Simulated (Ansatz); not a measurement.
The geometry is COD entry 1522707, unchecked; take it as a test cell.

An input for TiGa3 and the output that it gave: DFT, PBEsol, PAW with Ansatz's default frozen-core files, scalar-relativistic (Ansatz 0.2.0).

Command: `ansatz run input.yaml --threads 1 --pin off --max-ram 4096MiB --backend cpu --events-out ev --progress --plain --runs-dir out` The run took 30 s on 1 thread of AMD EPYC 9R45 96-Core Processor (Zen 5), on a shared host, peak memory 0.71 GiB.

```yaml
crystal:
  lattice:
    - [-1.8945, 1.8945, 4.367]
    - [1.8945, -1.8945, 4.367]
    - [1.8945, 1.8945, -4.367]
  atoms:
    - { symbol: Ti, position: [0.0, 0.0, 0.0] }
    - { symbol: Ga, position: [0.5, 0.5, 0.0] }
    - { symbol: Ga, position: [0.75, 0.25, 0.5] }
    - { symbol: Ga, position: [0.25, 0.75, 0.5] }
kpoints:
  mp_grid: { grid: [14, 14, 14] }
  band_path:
    path:
      - [0.0, 0.0, 0.0]
      - [0.0, 0.0, 0.5]
      - [0.25, 0.25, 0.25]
      - [0.0, 0.5, 0.0]
      - [0.0, 0.0, 0.0]
      - [0.5, 0.5, -0.5]
      - [0.2970503484, 0.7029496516, -0.2970503484]
      - [-0.2970503484, 0.2970503484, 0.2970503484]
      - [0.0, 0.0, 0.0]
    npoints: 14
scf:
  occupations: { method: fermi_dirac, width: 0.05 }
hamiltonian:
  xc: pbesol
  pseudopotentials: { kind: paw }
output:
  forces: true
  stress: true
  eigenvalues: true
  efg: { contact_densities: true }
  populations: true
  bader: true
  dos: { projected: true, de: 0.2, e_range: [-14, 8] }
  write_density: true
  write_potential: true
  elf: true
  volumetric_format: npy
```

Output:

```
Engine: ansatz 0.2.0
Pseudopotentials: kind: paw
Pseudopotential: Ti, paw, valence charge 12, recommended cutoff 420 eV (normal)
Pseudopotential: Ga, paw, valence charge 13, recommended cutoff 420 eV (normal)
Functional definition: PBEsol
  exchange = pbesol_x
  correlation = pbesol_c
Crystal: 4 atoms, lattice volume = 62.695 Å³
Basis set: ecut = 420 eV, 1227 PW (Γ), exchange–correlation on 72×72×72 points (8 copies of the dense FFT grid, shifted against one another)
Bands: 31, of which v1, the nominal top of the filled ones, is band 26 counted from 1 (25 counted from 0)
Symmetry: 16 space group operations
Space group: I4/mmm (ITA 139), of the structure as read, at distance tolerance 4.0e-5 Å
k-points: 244 of 2744
Non-local potential: Ti, projectors of the file, l = 0: 3, l = 1: 2, l = 2: 3, l = 3: 1
Non-local potential: Ga, projectors of the file, l = 0: 2, l = 1: 2, l = 2: 3, l = 3: 1
PAW form: soft (Blöchl's): semilocal exchange-correlation on the pseudo side does not see the compensation charge
PAW frozen core: Ti, regenerated for the run's functional, and the local potential with it (the file was generated under x = pbe(κ = 0.804, μ = 0.2195149727645171), c = pbe(β = 0.06672455060314922))
PAW frozen core: Ga, regenerated for the run's functional, and the local potential with it (the file was generated under x = pbe(κ = 0.804, μ = 0.2195149727645171), c = pbe(β = 0.06672455060314922))
PAW one-centre angular grid: Ti, 590 points (default); XC on 64 Gauss nodes
PAW one-centre angular grid: Ga, 590 points (default); XC on 64 Gauss nodes
Initial density: superposition of atomic densities (neutral atoms: chi_scale 0, normalization atom), corrected by the library's trained network
Initial wavefunctions: pseudopotential atomic-orbital guess
Functional: x = pbesol(κ = 0.804, μ = 0.12345679012345678), c = pbesol(β = 0.046)
SCF iter   1: F=—  HF=-13705.240995 eV  |F-HF|=—  |Δ(HF+E_count)|=         —  Δρ=7.42e-3  dr2=4.22e-2  ethr=1.77e-3  ⟨swp⟩=5.9  Hψ=31946  notcnv=0
preconditioner: auto → Kerker (q_TF=auto, 2.636 Å⁻¹)  [metal: Δε(μ)=0.014 eV  Ē_g=13.745 eV  σ=0.050 eV  W_gap=0.07  n_scr=14 (ndim 8)  ℏωp=30.8 eV  f_vac=0.000  D(μ)=1.41/eV (n_scr^D=10)]
SCF iter   2: F=—  HF=-13705.234773 eV  |F-HF|=—  |Δ(HF+E_count)|=   6.22e-3  Δρ=3.32e-3  dr2=9.90e-3  ethr=8.28e-5  ⟨swp⟩=2.2  Hψ=11290  notcnv=0  defer=94
SCF iter   3: F=—  HF=-13705.233492 eV  |F-HF|=—  |Δ(HF+E_count)|=   1.28e-3  Δρ=8.59e-4  dr2=3.71e-4  ethr=1.94e-5  ⟨swp⟩=2.4  Hψ=11258  notcnv=0  defer=94
SCF iter   4: F=—  HF=-13705.233269 eV  |F-HF|=—  |Δ(HF+E_count)|=   2.23e-4  Δρ=3.10e-4  dr2=6.60e-5  ethr=7.28e-7  ⟨swp⟩=2.0  Hψ=12679  notcnv=0  defer=94
SCF iter   5: F=—  HF=-13705.233256 eV  |F-HF|=—  |Δ(HF+E_count)|=   1.25e-5  Δρ=8.12e-5  dr2=7.54e-6  ethr=1.29e-7  ⟨swp⟩=2.0  Hψ=12964  notcnv=0  defer=94
SCF iter   6: F=—  HF=-13705.233254 eV  |F-HF|=—  |Δ(HF+E_count)|=   1.82e-6  Δρ=1.25e-5  dr2=1.44e-7  ethr=1.48e-8  ⟨swp⟩=2.0  Hψ=8914  notcnv=0  defer=94
SCF iter   7: F=-13705.233254 eV  HF=-13705.233254 eV  |F-HF|=1.26e-8  |Δ(HF+E_count)|=   2.05e-8  Δρ=3.15e-6  dr2=5.39e-9  ethr=1.96e-10  ⟨swp⟩=8.8  Hψ=47878  notcnv=0
SCF 1 converged in 7 iterations: F = -13705.233254 eV  dr2 = 5.39e-9
  greatest PAW one-centre occupation: 0.999 electrons in one spin orbital (limit 2), on the Ti atom at site 0 (counted from 0), in its partial waves of l = 0
NSCF: frozen V_eff on 113 k-points
SCF converged after 7 iterations
Free energy (F): -13705.233254 eV
Harris-Foulkes:  -13705.233254 eV  (|F-HF|=1.26e-8)
Internal energy: -13705.221280 eV  (E = F + TS)
E sigma→0 (E₀):  -13705.227267 eV
Entropy (-TS):   -0.011974 eV (-2.994 meV/atom)
Fermi energy:    12.680993 eV
--- Per-component energies (eV) ---
  E_band       = -153.587416
  E_kinetic    = 622.608235
  E_local      = -5714.745816  (includes V_loc(G=0)·N_el)
  E_nonlocal   = 1283.149042
  E_hartree    = 2675.576562
  E_xc         = -305.742209
  E_vxc        = -300.227734  (∫ρ·V_xc dr)
  E_paw        = -6865.926039  (= ΣΔE_a)
  E_vpaw       = -1395.522490  (= ΣTr[D̂ρ^β])
  E_aug_tail   = -0.000241  (compensation charges beyond the density's cutoff)
  E_ewald      = -5402.869132
  E_core_change = 2.728318  (= ΣΔE_core)
  E_smearing   = -0.011974  (= −TS)
  E_closure    = -0.000000  (closes the sum)
  Σ components = -13705.233254   (vs F -13705.233254, Δ=0.00e0)
--- Forces (eV/Å), atoms counted from 1 ---
  atom   1  Ti    -0.00000000     0.00000000    -0.00000000
  atom   2  Ga     0.00000000     0.00000000    -0.00000000
  atom   3  Ga    -0.00000000    -0.00000000     0.00000000
  atom   4  Ga     0.00000000    -0.00000000     0.00000000
  max |Σ_I F_I| component: 6.94e-17 eV/Å
--- Stress (GPa, compression-positive) ---
       -3.561406      -0.000000       0.000000
       -0.000000      -3.561406      -0.000000
        0.000000      -0.000000      -2.391860
  P = ⅓ Tr σ = -3.1716 GPa (-31.716 kbar)
--- PAW observables at the nuclei: V_zz in 10²¹ V/m², potentials from the cell's mean, atoms counted from 1 ---
  atom   1  Ti V_zz =    -1.496572   η = 0.0000   by run symmetry: allowed
            electrostatic potential = -2531.588343 V   contact ρ = 56633.199551 e/Å³
  atom   2  Ga V_zz =    +9.738418   η = 0.0000   by run symmetry: allowed
            electrostatic potential = -4136.257940 V   contact ρ = 187064.635950 e/Å³
  atom   3  Ga V_zz =    -2.623805   η = 0.0000   by run symmetry: allowed
            electrostatic potential = -4136.153250 V   contact ρ = 187051.884434 e/Å³
  atom   4  Ga V_zz =    -2.623805   η = 0.0000   by run symmetry: allowed
            electrostatic potential = -4136.153250 V   contact ρ = 187051.884434 e/Å³
--- Band table (eV; the first three rows and the last of 244) ---
  k-point 0: bands = ["-43.8446", "-20.2598", "-20.2598", "-20.1819", "-2.3220", "-2.1955", "-2.1587", "-2.0241", "-2.0241", "-1.9850", "-1.9850", "-1.9198", "-1.9160", "-1.9137", "-1.7882", "-1.7607", "-1.7607", "-1.7446", "-1.5900", "1.3714", "8.7424", "9.5391", "11.4051", "11.4051", "11.4939", "13.1168", "13.7880", "14.7792", "14.7792", "15.7729", "16.1624"]
  k-point 1: bands = ["-43.8444", "-20.2615", "-20.2611", "-20.1817", "-2.3075", "-2.1829", "-2.1481", "-2.0318", "-2.0157", "-1.9864", "-1.9856", "-1.9134", "-1.9124", "-1.9088", "-1.7968", "-1.7721", "-1.7588", "-1.7525", "-1.6091", "1.4820", "8.8186", "9.5289", "10.7398", "11.3413", "11.3785", "13.1871", "13.8298", "14.8542", "14.9072", "15.4066", "15.8485"]
  k-point 2: bands = ["-43.8440", "-20.2663", "-20.2647", "-20.1811", "-2.2728", "-2.1478", "-2.1162", "-2.0479", "-1.9930", "-1.9909", "-1.9878", "-1.9046", "-1.8976", "-1.8944", "-1.8180", "-1.8030", "-1.7744", "-1.7680", "-1.6507", "1.8134", "9.0143", "9.4760", "9.7593", "10.9816", "11.3134", "12.1647", "14.7022", "14.8815", "14.9514", "15.0387", "15.8622"]
  k-point 243: bands = ["-43.8445", "-20.2598", "-20.2598", "-20.1848", "-2.3091", "-2.2623", "-2.1765", "-2.1765", "-2.0912", "-2.0267", "-1.9284", "-1.9027", "-1.8246", "-1.8246", "-1.7595", "-1.7595", "-1.7481", "-1.6931", "-1.5900", "2.9028", "4.0889", "10.5881", "11.5013", "11.5013", "12.5784", "13.5823", "13.5823", "13.8069", "15.7541", "16.9133", "18.2772"]
--- Löwdin populations: 4 sites ---
  site symbol       q [e]
     0     Ti     11.3273
     1     Ga     13.2163
     2     Ga     13.1814
     3     Ga     13.1814
  spilling = 0.001836 (of n_electrons = 51.000000)
--- Bader charges: 4 sites ---
  site symbol  charge [e]  shift [e]
     0     Ti      1.0550     0.0025
     1     Ga     -0.4138     0.0020
     2     Ga     -0.3206     0.0002
     3     Ga     -0.3206     0.0002
  estimated error of the sums over rays = 6.2e-4 e
```

Spin polarisation is left out, and whether a magnetic state lies lower isn't shown here.
